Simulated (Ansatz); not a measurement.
**NaVSiCO7: 17O NMR of the central transition**

Cell: a Materials Project structure (computed, not necessarily an observed phase), atoms as given.

```cif
data_NaVSiCO7
_symmetry_space_group_name_H-M 'P2_1'
_symmetry_Int_Tables_number 4
_cell_length_a 5.4077
_cell_length_b 6.4261
_cell_length_c 9.0624
_cell_angle_alpha 90.000
_cell_angle_beta 93.264
_cell_angle_gamma 90.000
loop_
_atom_site_label
_atom_site_type_symbol
_atom_site_symmetry_multiplicity
_atom_site_Wyckoff_symbol
_atom_site_fract_x
_atom_site_fract_y
_atom_site_fract_z
Na Na 2 a 0.2352 0.5142 0.7761
V V 2 a 0.7982 0.2341 0.6562
Si Si 2 a 0.7248 0.7402 0.5620
C C 2 a 0.7224 0.2565 0.9199
O9 O 2 a 0.3102 0.7555 0.9469
O10 O 2 a 0.9431 0.2504 0.8598
O11 O 2 a 0.5467 0.2595 0.8112
O12 O 2 a 0.7864 0.9531 0.6586
O13 O 2 a 0.7949 0.5401 0.6623
O14 O 2 a 0.1052 0.2544 0.5835
O15 O 2 a 0.4310 0.7441 0.5019
```

One atom of each set is listed.

All values are calculated (Ansatz; DFT, PBE, plane waves and PAW, scalar-relativistic, 420 eV cutoff, Γ-centred 4×3×3 k-points, Fermi–Dirac smearing 0.02 eV), not measured.

17O has I = 5/2 and Q = -25.58 mb (Pyykkö 2018); at 23.5 T its Larmor frequency is ν₀ = 135.7 MHz. Only the quadrupole interaction is simulated: positions count from each site's isotropic chemical shift, and J coupling is left out, as are shift anisotropy and dipolar coupling, which fast spinning averages.

Task: Give C_Q, η, the quadrupolar product P_Q = |C_Q|(1 + η²/3)^½, the second-order isotropic shift and the breadth of the pattern (fast magic-angle spinning) for each O site.

Result: 

```
site                                                          first shell  C_Q (MHz)     η  P_Q (MHz)  δ_QIS (ppm)  breadth (kHz)
  O9                            1 C at 1.23 Å, 1 Na at 2.21 Å, angle 131°       7.63  0.48       7.92        -20.4           6.43
 O10         1 C at 1.34 Å, 1 V at 1.97 Å, angle 94°; also 1 Na at 2.47 Å      -5.55  0.32       5.64        -10.4           3.24
 O11         1 C at 1.33 Å, 1 V at 2.02 Å, angle 92°; also 1 Na at 2.36 Å      -5.88  0.33       5.98        -11.7           3.64
 O12                            1 Si at 1.65 Å, 1 V at 1.81 Å, angle 146°      -3.45  0.30       3.50        -4.00           1.24
 O13  1 Si at 1.61 Å, 1 V at 1.97 Å, angle 142°; also 2 Na at 2.55–3.26 Å      -4.19  0.17       4.21        -5.77           1.76
 O14       1 Si at 1.65 Å, 1 V at 1.83 Å, angle 147°; also 1 Na at 2.49 Å      -4.33  0.38       4.44        -6.41           2.01
 O15       1 Si at 1.65 Å, 1 V at 1.84 Å, angle 148°; also 1 Na at 3.13 Å       3.63  0.97       4.16        -5.65           1.69
```

δ_QIS = −(ν_Q²/30ν₀²)[I(I+1) − 3/4](1 + η²/3) × 10⁶ ppm with ν_Q = 3|C_Q|/[2I(2I−1)]; it falls as 1/B₀² in ppm, and the breadth as 1/B₀ in kHz.

At O12 and O13 V_zz runs parallel to the line that joins its two neighbours (within 6°) in each case. At O14 V_zz points along the shorter of its two bonds, to Si (within 7°).

The largest force is 0.6 eV/Å, so the atoms aren't at the calculated equilibrium and relaxing them would move these values.
